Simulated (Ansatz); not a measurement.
# CoSn₃: magnetovolume behaviour

Computed with DFT r2SCAN, scalar-relativistic, plane waves, PAW (Ansatz).

```
Sn Co
1.0
     4.49357    0.00000    0.00000
     0.00000    4.49357    0.00000
     0.00000    0.00000    4.49357
Sn Co
3 1
Direct
  0.00000 0.50000 0.50000
  0.50000 0.00000 0.50000
  0.50000 0.50000 0.00000
  0.00000 0.00000 0.00000
```

```
plane-wave cutoff                               : 500 eV
Γ-centred k-mesh                                : 10×10×10
occupation rule                                 : Gaussian smearing, 0.1 eV
list of starting moments (μB, in atom order)    : 0 0 0 2
check for lower electronic states after the SCF : off
```

The cell is scaled evenly at fixed fractional positions, V₀ being the volume of the cell shown; start: ferromagnetic. The states are those that the runs reached from these starts; a lower one can exist. Energies are extrapolated to zero smearing.

Site moments are spin moments in atom-centred spheres that scale with the neighbour distance.

| V/V₀ | E above lowest (meV/atom) | P (GPa) | cell moment (μB) | site moments (μB) |
| --- | --- | --- | --- | --- |
| 0.800 | ? | ? | ? | ? |
| 0.860 | 101.7 | 12.1 | 1.64 | Co +1.72 |
| 0.920 | 28.4 | 5.6 | 1.75 | Co +1.87 |
| 0.960 | ? | ? | ? | ? |
| 1.000 | 0.0 | 0.0 | 1.94 | Co +2.05 |
| 1.100 | 33.5 | -4.4 | 2.14 | Co +2.22 |
| 1.180 | 97.1 | -6.7 | 2.25 | Co +2.31 |

(1) Fill in the withheld rows.

Answers

(1) The withheld rows:

```
 V/V₀  E above lowest (meV/atom) P (GPa) cell moment (μB) site moments (μB)
0.800                      240.5     21.2              1.40           Co +1.49
0.960                        6.2      2.4              1.84           Co +1.96
```

1 further run of this set didn't finish or converge.

Cost: 7 runs of about 21 core-minutes in all, on Intel Xeon Processor @ 2.50GHz (Skylake/Cascade Lake) (shared hosts).